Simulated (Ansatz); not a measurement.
Level of theory: Ansatz 0.2.0, DFT PBE, scalar-relativistic, plane waves, PAW. All cells share a 420 eV cutoff and Γ-centred k meshes spaced about 0.3 Å⁻¹ or finer (0.25 for metals, 2π included). No spin polarisation in the final relaxations.

All energies are static (0 K, no zero-point motion). All come from trial cells, and lower structures may exist.

Question: Order these relaxed structures of InBi3O by energy, lowest first, with the energy over the lowest of them.
A.

```
In Bi O
1.0
     3.92070    0.00000    0.00000
     0.00000    3.92070    0.00000
     0.00000    0.00000   16.59729
In Bi O
2 6 2
Direct
  0.50000 0.00000 0.93686
  0.00000 0.50000 0.06314
  0.50000 0.00000 0.68625
  0.00000 0.50000 0.56012
  0.00000 0.50000 0.80030
  0.00000 0.50000 0.31375
  0.50000 0.00000 0.43988
  0.50000 0.00000 0.19970
  0.50000 0.50000 0.00000
  0.00000 0.00000 0.00000
```

B.

```
In Bi O
1.0
     5.05984    0.00000    0.00000
     0.00000    5.05984    0.00000
     0.00000    0.00000    5.05984
In Bi O
1 3 1
Cartesian
  0.0000 0.0000 0.0000
  0.0000 2.5299 2.5299
  2.5299 0.0000 2.5299
  2.5299 2.5299 0.0000
  2.5299 2.5299 2.5299
```

C.

```
In Bi O
1.0
    -3.16471    3.16471    3.68184
     3.16471   -3.16471    3.68184
     3.16471    3.16471   -3.68184
In Bi O
1 3 1
Direct
  0.50085 0.50085 0.00000
  0.46164 0.96164 0.50000
  0.96164 0.46164 0.50000
  0.05705 0.05705 0.00000
  0.77538 0.77538 0.00000
```

Answer: A (0 meV/atom), C (237 meV/atom), B (258 meV/atom). Forms: A P4/nmm; C I4mm; B antiperovskite type, Pm-3m. Counting Bi or In atoms around O (for each partner element, those within 1.25 times its shortest distance or 1.15 times the sum of covalent radii, where it is the nearest in units of that sum or under 1.3; the shortest distance is added where it exceeds 1.18 times the sum of covalent radii): A has O 4; C has O 2; B has O 6 from 2.5 Å.

These runs have no spin–orbit coupling, which can matter for Bi. With atoms moved at random, P4/nmm (by 79 meV/atom) fell into a lower structure. Without a clear test, and held by symmetry: I4mm and Pm-3m. Some candidate types were left out of the draw beforehand, so a known form may be missing.
